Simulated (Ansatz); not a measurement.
An elastic tensor (GPa, Voigt order, standard axes) from the program Ansatz at the PBEsol level (PAW):

```
 948   139  61.6   0.0   0.0   0.0
 139   948  61.6   0.0   0.0   0.0
61.6  61.6  1050   0.0   0.0   0.0
 0.0   0.0   0.0   333   0.0   0.0
 0.0   0.0   0.0   0.0   333   0.0
 0.0   0.0   0.0   0.0   0.0   405
```

Question: Pick the material that matches.
(A) BN, wurtzite
(B) Pd, hcp (Mg type)
(C) GaN, wurtzite
(D) LuB2Os3, P6/mmm (B on 2c, Os on 3g, Lu on 1a)

Answer: A, BN, wurtzite

Space group P6_3mc (wurtzite). Symmetry was held in the PBEsol relaxation.

Potentials: the later of the program's two PAW sets.
